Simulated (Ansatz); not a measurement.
## Guessed and relaxed cells of Ga4O

The cell of Ga4O is invented: random cell by space group and Wyckoff sites (Pm-3m, No. 221). Its size is a rough estimate.

start.cif

```cif
data_structure
_symmetry_space_group_name_H-M 'Pm-3m'
_symmetry_Int_Tables_number 221
_cell_length_a 4.4620
_cell_length_b 4.4620
_cell_length_c 4.4620
_cell_angle_alpha 90.000
_cell_angle_beta 90.000
_cell_angle_gamma 90.000
_cell_volume 88.84
loop_
_atom_site_label
_atom_site_type_symbol
_atom_site_symmetry_multiplicity
_atom_site_Wyckoff_symbol
_atom_site_fract_x
_atom_site_fract_y
_atom_site_fract_z
_atom_site_occupancy
Ga1 Ga 3 c 0.00000 0.50000 0.50000 1
Ga2 Ga 1 a 0.00000 0.00000 0.00000 1
O1 O 1 b 0.50000 0.50000 0.50000 1
```

Theory: DFT PBE, scalar-relativistic, plane waves, PAW (Ansatz). Cutoff 420 eV, Gaussian smearing, Γ-centred meshes. Cell and atoms relax first on a coarse mesh and then on a finer one. In between, the cell is made exact in the group found at 0.06 Å. In metals the finer mesh still leaves noise of several meV/atom or more. The steps can't lower the symmetry of their start. No spin polarisation.

end.cif

```cif
data_structure
_symmetry_space_group_name_H-M 'Pm-3m'
_symmetry_Int_Tables_number 221
_cell_length_a 4.4623
_cell_length_b 4.4623
_cell_length_c 4.4623
_cell_angle_alpha 90.000
_cell_angle_beta 90.000
_cell_angle_gamma 90.000
_cell_volume 88.85
loop_
_atom_site_label
_atom_site_type_symbol
_atom_site_symmetry_multiplicity
_atom_site_Wyckoff_symbol
_atom_site_fract_x
_atom_site_fract_y
_atom_site_fract_z
_atom_site_occupancy
Ga1 Ga 3 c 0.00000 0.50000 0.50000 1
Ga2 Ga 1 a 0.00000 0.00000 0.00000 1
O1 O 1 b 0.50000 0.50000 0.50000 1
```

The symmetry stays Pm-3m (No. 221). The volume per atom stays near 17.8 Å³. The shortest distance stays 2.23 Å (Ga–O).

For Ga4O, the volume per atom is 17.77 Å³, the density is 5.51 g/cm³ and the formation energy is −0.13 eV/atom. The gap on the 8×8×8 mesh of the 5-atom cell is 0 eV (a metal).

Formation energies are uncorrected and refer to the elements' standard structures at the same level (O₂ as a molecule). It lies below the elements, which doesn't yet make it stable against other compounds or structures.

The last run used Gaussian smearing of 0.10 eV. The cell is a metal run without spin; a magnetic state may lie lower. Symmetry constrained the relaxation, so the result can be a saddle point. In all, the 3 runs took 37 s on 1 thread of Arm Neoverse V2 (shared host).
